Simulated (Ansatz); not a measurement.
Relaxed-ion elastic tensor of SiGe (CsCl type, Pm-3m) in GPa (Voigt order), plane-wave PAW PBEsol (Ansatz code); density 5.12 g/cm³, 16.34 Å³ per atom.

```
67.2  94.7  94.7   0.0   0.0   0.0
94.7  67.2  94.7   0.0   0.0   0.0
94.7  94.7  67.2   0.0   0.0   0.0
 0.0   0.0   0.0  21.2   0.0   0.0
 0.0   0.0   0.0   0.0  21.2   0.0
 0.0   0.0   0.0   0.0   0.0  21.2
```

Q: Is the crystal mechanically stable?

A: No: the smallest eigenvalue of C is -27.4 GPa.

The cell is a constructed one: a structure type filled with these elements; neither database checked (COD, Materials Project) lists it. Whether it is the stable phase at ambient conditions was not checked. The PBEsol relaxation kept the symmetry of its start. At this level the phase is mechanically unstable. As this level gives no gap, shear constants depend on the k-mesh and smearing (Fermi–Dirac, 0.1 eV here). On the denser mesh and wider smearing of the elastic run this cell carries a stress of 0.3 GPa.

Potentials: the later of the program's two PAW sets.
